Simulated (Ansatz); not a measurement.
Mg2Pt:
```cif
data_Mg4Pt2
_chemical_formula_sum 'Mg4 Pt2'
_space_group_name_H-M_alt 'P 1'
_space_group_IT_number 1
_cell_length_a 5.27487
_cell_length_b 5.27487
_cell_length_c 5.27487
_cell_angle_alpha 106.417
_cell_angle_beta 106.417
_cell_angle_gamma 115.769
loop_
_space_group_symop_operation_xyz
  'x, y, z'
loop_
_atom_site_label
_atom_site_type_symbol
_atom_site_fract_x
_atom_site_fract_y
_atom_site_fract_z
_atom_site_occupancy
Mg1 Mg 0.68231 0.81769 0.50000 1
Mg2 Mg 0.31769 0.18231 0.50000 1
Mg3 Mg 0.81769 0.31769 0.13539 1
Mg4 Mg 0.18231 0.68231 0.86461 1
Pt1 Pt 0.25000 0.25000 0.00000 1
Pt2 Pt 0.75000 0.75000 0.00000 1
```

This is the PBEsol-relaxed structure.

### Question
All from PBEsol in the plane-wave PAW code Ansatz, unless another level is named. Predict the formation energy from the elements (no fitted shifts).

### Answer
-0.67 eV/atom.

### Question
Next, the density of states at the Fermi level?

### Answer
0.20 states/eV per atom (mean over ±0.08 eV).

Space group I4/mcm. The first step of the workflow began from a Materials Project structure, measured or hypothetical; the Crystallography Open Database copy checked does not list it. Its standing as an ambient phase is unchecked. The cell was relaxed with PBEsol under the symmetry of its start; whether a distortion lowers the energy is not shown. The run is not spin-polarised. The references are the lowest solids computed at this level, not always the standard phases. Scalar-relativistic: spin–orbit coupling is off unless named, which matters more the heavier the elements.

Potentials: the later of the program's two PAW sets.
